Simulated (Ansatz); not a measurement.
BeS:
Space group P6₃mc (No. 186); a = b = 3.439 Å, c = 5.667 Å, α = β = 90.00°, γ = 120.00°

```tsv
atom	site	symmetry	x	y	z
Be	2b	3m.	0.3333	0.6667	0.4997
S	2b	3m.	0.3333	0.6667	0.1255
```

Relaxed with PBE.

**Question.** Decompose the optical modes at the zone centre into irreducible representations, and say which are infrared and Raman allowed.

**Answer.** Point group 6mm: Γ_opt = A1 + 2B1 + E1 + 2E2. Infrared: A1, E1. Raman: A1, E1, E2.

**Question.** Assign frequencies (DFPT, DFT-PBE in the program Ansatz with PAW potentials; without the LO–TO term).

**Answer.** E2 162, B1 370, E2 527, A1 550, E1 560, B1 596 cm⁻¹.

Subscripts of B labels follow the axes of the standard setting.

Space group P6_3mc (wurtzite). The cell is a constructed one: a structure type filled with these elements; neither database checked (COD, Materials Project) lists it. COD files the formula under space group No. 216, so this cell is another polymorph or a model. Its standing as an ambient phase is unchecked. The PBE relaxation kept the symmetry of its start; phonons on a q-mesh show no instability.

Potentials: the later of the program's two PAW sets.
